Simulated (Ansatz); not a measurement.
This cell of GaAs (zinc blende) is off equilibrium:

```
CELL_PARAMETERS angstrom
      0.00000     5.74607     5.74607
      2.87304     0.00000     2.87304
      2.87304     2.87304     0.00000
ATOMIC_POSITIONS crystal
  As 0.33793 0.77472 0.77472
  As 0.91207 0.72528 0.72528
  Ga 0.04220 0.97187 0.97187
  Ga 0.45780 0.02813 0.02813
```

The numbers are results of PBE (plane waves to 420 eV, PAW, scalar-relativistic; Ansatz, a first-principles code), not measurements. k mesh 5×10×10 (Γ-centred), Fermi-Dirac smearing 0.05 eV. Stress and pressure are positive under compression. As the smearing reaches across the gap at some points, energies and forces of such displacements shift with the k mesh and the smearing. GaAs was relaxed with its symmetry unable to fall. The PAW data are Ansatz's earlier set.

Q: What forces act on the atoms (eV/Å, Cartesian)?

A: 
```tsv
atom	Fx	Fy	Fz
As1	-5.556	5.556	5.556
As2	0.874	-0.874	-0.874
Ga3	5.621	-5.621	-5.621
Ga4	-0.938	0.938	0.938
```

Q: Give the stress tensor in GPa and the pressure.

A: 
```
    9.7     -9.1     -9.1
   -9.1      9.7      9.1
   -9.1      9.1      9.7
```
The pressure, a third of the trace, is 9.7 GPa.

(A displaced cell: forces are minus the slopes of the energy, force constants its curvatures, and phonons follow from these.)
